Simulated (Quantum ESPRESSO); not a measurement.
## Ta2In2Pt3Al (a guest atom moved from site to site)

Simulated, not a measurement. The program is pw.x of Quantum ESPRESSO 7.5 (plane-wave density functional theory). The cell is made up: eight metal atoms on a face-centred cubic lattice, with elements, volume, strain and displacements drawn at random and not relaxed, so it may be unstable or far from any real phase. PseudoDojo standard norm-conserving files set the functional (PBE unless stated); there is no spin polarisation or spin-orbit coupling, the Fermi-Dirac width of 0.25 eV means electrons at about 2900 K, and the masses in the input are unused placeholders. Heavy elements are run without spin-orbit coupling, which real alloys of them have. A spin test at this wide smearing found no moment, but such smearing suppresses magnetism that the real alloy may have.

The runs move one Ta atom among sites that otherwise hold Pt. Cell, positions, cutoff, mesh and smearing stay as in the input of run 1; sites are counted in its order. Stress in the tables is positive in tension.

Input of run 1:

```
&control calculation='scf', pseudo_dir='./dojo.nc.sr.pbe.v0_5.standard.upf', outdir='./o', disk_io='minimal', tprnfor=.true., tstress=.true. /
&system ibrav=0, nat=8, ntyp=4, nbnd=69, ecutwfc=84.00895049, nosym=.true., tot_charge=0,
 occupations='smearing', smearing='fd', degauss=0.0183746611
/
&electrons conv_thr=1.470e-08, electron_maxstep=70, mixing_beta=0.5 /
ATOMIC_SPECIES
Al 1.0 Al.upf
In 1.0 In.upf
Pt 1.0 Pt.upf
Ta 1.0 Ta.upf
CELL_PARAMETERS angstrom
0.0545 -2.0826 -2.0922
-0.0181 4.1816 -4.2009
8.2421 -0.1273 -0.0911
ATOMIC_POSITIONS angstrom
Ta -0.0254 0.0547 -0.1167
In 4.0647 -0.148 0.0788
Pt -0.2008 2.1998 -2.2097
Al 4.0518 1.7836 -2.2704
Pt 2.1606 -0.0779 -2.1455
Ta 6.3716 -0.2437 -2.1592
Pt 2.0207 1.9634 -4.1366
In 6.2653 1.8872 -4.3197
K_POINTS automatic
8 4 3 1 1 1
```

| run | elements on sites 1 to 8 | free energy less that of run 1 (eV) | -TS (eV) | pressure (GPa) | stress xx (GPa) | stress yy (GPa) | stress zz (GPa) | stress yz (GPa) | stress xz (GPa) | stress xy (GPa) | iterations |
| --- | --- | --- | --- | --- | --- | --- | --- | --- | --- | --- | --- |
| 1 | Ta In Pt Al Pt Ta Pt In | 0.000 | -0.974 | 0.08 | 0.54 | -1.12 | 0.34 | -2.12 | -1.58 | 0.80 | 17 |
| 2 | Pt In Ta Al Pt Ta Pt In | 0.562 | -1.055 | 0.71 | 0.19 | -2.09 | -0.24 | -0.80 | -1.85 | 1.35 | 17 |
| 3 | Pt In Pt Al Ta Ta Pt In | 0.279 | -1.133 | -0.27 | 0.62 | -1.27 | 1.46 | -1.10 | -1.57 | -0.12 | 17 |
| 4 | Pt In Pt Al Pt Ta Ta In | 0.199 | -1.106 | -0.16 | -1.51 | 0.74 | 1.26 | -0.66 | -1.96 | -0.46 | 17 |

Forces Fx Fy Fz (eV/Å):

| site | run 1 | run 2 | run 3 | run 4 |
| --- | --- | --- | --- | --- |
| 1 | 3.05 -0.31 0.17 | 0.47 -0.23 0.23 | 1.30 0.03 -0.06 | 1.13 -0.21 0.22 |
| 2 | -1.45 0.45 -0.77 | -1.13 0.45 -0.74 | -0.50 0.14 -0.45 | -0.47 0.83 -1.11 |
| 3 | 1.23 -0.96 0.70 | 4.55 -1.75 1.23 | 1.53 -1.28 0.96 | 1.52 -0.83 0.49 |
| 4 | -0.85 -0.26 0.56 | -1.16 -0.59 0.78 | 0.05 0.23 0.55 | -0.28 -0.60 1.25 |
| 5 | -0.41 0.01 -0.05 | -0.19 0.31 -0.33 | -2.10 -0.12 -0.62 | 0.07 0.33 -0.48 |
| 6 | -1.17 1.03 -0.98 | -0.82 0.96 -0.82 | -0.62 1.00 -0.87 | -0.71 0.75 -0.62 |
| 7 | 0.01 0.32 -0.18 | -0.19 0.00 0.18 | 0.46 0.02 0.26 | -1.54 -0.36 -0.01 |
| 8 | -0.41 -0.28 0.54 | -1.53 0.85 -0.52 | -0.13 -0.02 0.24 | 0.29 0.10 0.25 |

The sites are displaced and not relaxed, so the energy differences mix bonding between neighbours with strain and are not ordering energies. A rerun of one cell of this series at a higher cutoff and on a denser mesh moved values by no more than 0.004 eV in energy, 0.06 GPa in stress and 0.009 eV/Å in force, and a second program with other atomic files agreed on that cell to 2 % rms in force and 0.5 GPa in pressure.